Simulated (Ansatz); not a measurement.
An Ansatz (a quantum-chemistry and plane-wave program) run. Input:

Ansatz 0.2 input:
```yaml
crystal:
  lattice:
    - [5.3529649772, 0.0, 0.0]
    - [-2.6764824886, 4.6358036558, 0.0]
    - [0.0, 0.0, 4.3031867622]
  atoms:
    - { symbol: La, position: [0.0, 0.0, 0.0] }
    - { symbol: Ir, position: [0.5, 0.0, 0.5] }
    - { symbol: Ir, position: [0.5, 0.5, 0.5] }
    - { symbol: Ir, position: [0.0, 0.5, 0.5] }
    - { symbol: Ir, position: [0.3333333333, 0.6666666667, 0.0] }
    - { symbol: Ir, position: [0.6666666667, 0.3333333333, 0.0] }
kpoints:
  mp_grid: { grid: [9, 9, 10] }
hamiltonian:
  xc: r2scan
  pseudopotentials: { kind: paw }
scf:
  occupations: { method: gaussian, width: 0.1 }
checkpoint: { read: metal.run }
output: { write_density: true, elf: true, volumetric_format: npy }
basis: { fft_grid_basis: typed }
```

Output (shortened):

```
Pseudopotentials: kind: paw
Pseudopotential: La, paw, valence charge 11
Pseudopotential: Ir, paw, valence charge 17
Functional definition: r2SCAN
Crystal: 6 atoms, lattice volume = 106.785 Å³
Basis set: ecut = 500 eV, 2691 PW (Γ), exchange–correlation on 160×160×128 points (64 copies of the dense FFT grid, shifted against one another)
Bands: 58, of which v1, the nominal top of the filled ones, is band 48 counted from 1 (47 counted from 0)
Symmetry: 24 space group operations
Space group: P6/mmm (ITA 191), of the structure as read, at distance tolerance 4.7e-5 Å
k-points: 72 of 810
PAW frozen core: La, regenerated for the run's functional
PAW frozen core: Ir, regenerated for the run's functional
Initial density: read from a saved state, or passed on in memory by an earlier SCF of this step, an earlier step, the calling program or the single point that …
Stability of the state it starts from, as read at its close in the unpolarized treatment …
Initial wavefunctions: pseudopotential atomic-orbital guess
Eigensolver: davidson
Functional: x = r2scan, c = r2scan; τ floored in thin density (d = 2e-4 eV/Å³)
iter 1 solved again at ethr=5.65e-8 eV; its pass at ethr=3.10e-3 eV (dr2=5.43e-5 eV) is discarded
SCF iter   1: F=—  HF=-66010.164640 eV  |F-HF|=—  |Δ(HF+E_count)|=         —  Δρ=3.35e-7  dr2=1.16e-10  dr2_τ=3.16e-11  ethr=5.65e-8  ⟨swp⟩=4.0  Hψ=25636  notcnv=0
all-band conjugate gradients solve this SCF's bands
preconditioner: auto → Kerker (q_TF=auto, 2.680 Å⁻¹)
SCF iter   2: F=-66010.164640 eV  HF=-66010.164640 eV  |F-HF|=1.46e-11  |Δ(HF+E_count)|=   2.28e-8  Δρ=1.83e-7  dr2=5.18e-11  dr2_τ=3.53e-11  ethr=1.00e-12  ⟨swp⟩=7.5  Hψ=17008  notcnv=0
SCF 1 converged in 2 iterations: F = -66010.164640 eV  dr2 = 5.18e-11
SCF converged after 2 iterations
Free energy (F): -66010.164640 eV
Harris-Foulkes:  -66010.164640 eV  (|F-HF|=1.46e-11)
Internal energy: -66010.119797 eV  (E = F + TS)
E sigma→0 (E₀):  -66010.142218 eV
Entropy (-TS):   -0.044843 eV (-7.474 meV/atom)
Fermi energy:    19.950642 eV
--- Per-component energies (eV) ---
  E_band       = -848.763419
  E_kinetic    = 3309.269441
  E_local      = -8206.981447  (includes V_loc(G=0)·N_el)
  E_nonlocal   = 469.171961
  E_hartree    = 3279.604741
  E_xc         = -1408.527862
  E_vxc        = -1827.428086  (∫ρ·V_xc dr)
  E_paw        = -51688.135654  (= ΣΔE_a)
  E_vpaw       = -1264.330639  (= ΣTr[D̂ρ^β])
  E_aug_tail   = -0.000110  (compensation charges beyond the density's cutoff)
  E_vtau       = 112.326400  (kinetic-family band-sum trace: ∫τ·v_τ [+ j·A + Jᵃ·Aᵃ] dr)
  E_ewald      = -11763.004911
  E_core_change = -1.515955  (= ΣΔE_core)
  E_smearing   = -0.044843  (= −TS)
  E_closure    = 0.000000  (closes the sum)
  Σ components = -66010.164640   (vs F -66010.164640, Δ=0.00e0)
  [band-id]    e_kinetic+e_local+e_nonlocal+2·e_hartree+e_vxc+e_vpaw+e_augmentation_tail+e_vtau = -848.762999   (vs E_band -848.763419, Δ=4.20e-4)
--- Band table (eV; the first three rows and the last of 72) ---
  k-point 0: bands = ["-74.1413", "-74.0899", "-74.0899", "-73.7951", "-73.7950", "-30.9617", "-30.8467", "-30.5053", "-30.5053", "-30.4052", "-30.4052", "-30.3218", "-30.0943", "-30.0943", "-30.0253", "-30.0253", "-29.9577", "-29.9518", "-29.9059", "-29.9059", "-12.7472", "3.7635", "3.7635", "3.9752", "10.3172", "13.1214", "14.5558", "14.5558", "14.7761", "14.7761", "14.8399", "15.2367", "15.2602", "15.2602", "16.0976", "16.8227", "16.8227", "18.1054", "18.1054", "18.3265", "18.3306", "18.3306", "19.1808", "19.1808", "19.2751", "19.7834", "19.7834", "20.9410", "21.6842", "22.1889", "22.1889", "22.2600", "22.6518", "22.6518", "23.3544", "23.3544", "23.5170", "23.6671"]
  k-point 1: bands = ["-74.1408", "-74.0899", "-74.0899", "-73.7957", "-73.7950", "-30.9806", "-30.8265", "-30.5021", "-30.5021", "-30.4211", "-30.4211", "-30.3017", "-30.0939", "-30.0939", "-30.0089", "-30.0089", "-29.9798", "-29.9518", "-29.9097", "-29.9097", "-12.7458", "3.7629", "3.7629", "3.9451", "10.4439", "13.1919", "14.3237", "14.6503", "14.6503", "14.6601", "14.6601", "15.2630", "15.2630", "15.3041", "16.7417", "16.9915", "16.9915", "17.8030", "17.8030", "18.2015", "18.7006", "18.7006", "19.1826", "19.1826", "19.2554", "19.7944", "19.7944", "20.9516", "21.1671", "21.5946", "21.5946", "22.2601", "22.7866", "22.7866", "23.2592", "23.2592", "23.5346", "23.5834"]
  k-point 2: bands = ["-74.1395", "-74.0899", "-74.0899", "-73.7971", "-73.7950", "-31.0251", "-30.7678", "-30.4937", "-30.4937", "-30.4575", "-30.4575", "-30.2536", "-30.0929", "-30.0929", "-30.0434", "-29.9708", "-29.9708", "-29.9518", "-29.9198", "-29.9198", "-12.7419", "3.7614", "3.7614", "3.8682", "10.8040", "13.3954", "13.6079", "14.3674", "14.3674", "14.9254", "14.9254", "15.3702", "15.3702", "15.4786", "17.2886", "17.2886", "17.4945", "17.4945", "17.8210", "17.8621", "19.1951", "19.1951", "19.2051", "19.2052", "19.2052", "19.8682", "19.8682", "19.9581", "20.5848", "20.5848", "20.9822", "22.2607", "22.6939", "22.6939", "23.0025", "23.0025", "23.4890", "23.5795"]
  k-point 71: bands = ["-74.1129", "-74.1129", "-74.0899", "-73.7978", "-73.7978", "-30.8125", "-30.8125", "-30.5351", "-30.5091", "-30.5091", "-30.3589", "-30.2045", "-30.1960", "-30.1960", "-30.0565", "-30.0565", "-29.9406", "-29.9214", "-29.9214", "-29.8976", "-12.7260", "3.7247", "3.7543", "3.7543", "13.7858", "13.7858", "13.9060", "13.9060", "14.5344", "15.1875", "15.3927", "15.6525", "15.6525", "15.7538", "15.7538", "16.8022", "16.8022", "17.5869", "17.5869", "17.6184", "18.3289", "18.3371", "18.3371", "18.3617", "19.0982", "19.3120", "19.6997", "19.6997", "19.9755", "20.8906", "20.8906", "21.8519", "22.0750", "22.0750", "23.3623", "23.5600", "23.5600", "23.7174"]
  band table: 58 of 58 bands, residual norms ≤ 1.0e-3 eV
```

Cost: roughly 24 core-seconds on shared cores.

The workflow started from an entry of the Crystallography Open Database (COD). Its standing as an ambient phase is unchecked. The cell was relaxed with r²SCAN under the symmetry of its start; its stability against distortions is not shown here. The run is not spin-polarised. Axis ratios of metals converge slowly with the k-mesh, so a and c are less sure than the volume. Scalar-relativistic: spin–orbit coupling is off unless named, which matters more the heavier the elements.

Potentials: the later of the program's two PAW sets.

Ansatz is a plane-wave DFT program.
